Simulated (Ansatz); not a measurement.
Relaxed-ion elastic tensor of CoSi$_{2}$ (fluorite or antifluorite type, Fm-3m) in GPa (Voigt order), PBEsol in the plane-wave PAW code Ansatz; density 5.10 g/cm³, 12.50 Å³ per atom.

|  | 1 | 2 | 3 | 4 | 5 | 6 |
|---|---|---|---|---|---|---|
| 1 | 262 | 161 | 161 | 0.0 | 0.0 | 0.0 |
| 2 | 161 | 262 | 161 | 0.0 | 0.0 | 0.0 |
| 3 | 161 | 161 | 262 | 0.0 | 0.0 | 0.0 |
| 4 | 0.0 | 0.0 | 0.0 | 95.3 | 0.0 | 0.0 |
| 5 | 0.0 | 0.0 | 0.0 | 0.0 | 95.3 | 0.0 |
| 6 | 0.0 | 0.0 | 0.0 | 0.0 | 0.0 | 95.3 |

**Question.** Is the crystal mechanically stable?

**Answer.** Yes: the smallest eigenvalue of C is 95.3 GPa.

**Question.** Work out the Voigt, Reuss and Hill averages.

**Answer.** K_V = 195, K_R = 195, K_H = 195; G_V = 77.5, G_R = 70.5, G_H = 74.0 GPa.

**Question.** Give Young's modulus, Poisson's ratio, Pugh's ratio and the universal anisotropy index.

**Answer.** E = 9KG/(3K + G) = 197 GPa; ν = 0.33; K/G = 2.63 (ductile by the Pugh limit of 1.75); A_U = 5G_V/G_R + K_V/K_R − 6 = 0.50.

**Question.** Estimate the sound speeds and the Debye temperature.

**Answer.** v_l = √((K + 4G/3)/ρ) = 7580 m/s, v_t = √(G/ρ) = 3810 m/s, mean 4270 m/s; Θ = (h/k)(3n/4πV)^(1/3) v_m = 548 K.

**Question.** Give the Zener ratio and Young's modulus along [100], [110] and [111].

**Answer.** A = 2C44/(C11 − C12) = 1.88; 1/E = S11 − 2(S11 − S12 − S44/2)Γ with Γ = 0, 1/4, 1/3 gives 140, 207, 246 GPa.

**Question.** Solve the Christoffel equation for the three sound speeds along [100], [110], [111].

**Answer.** Eigenvalues of C_ijkl n_j n_l equal ρv². In km/s, slowest first: [100] 4.32, 4.32, 7.17; [110] 3.15, 4.32, 7.76; [111] 3.59, 3.59, 7.94.

Symmetry was held in the PBEsol relaxation; of distortions, only those at the zone centre were tested. No spin polarisation was allowed. As this level gives no gap, shear constants depend on the k-mesh and smearing (Fermi–Dirac, 0.1 eV here).

Potentials: the earlier of the program's two PAW sets.
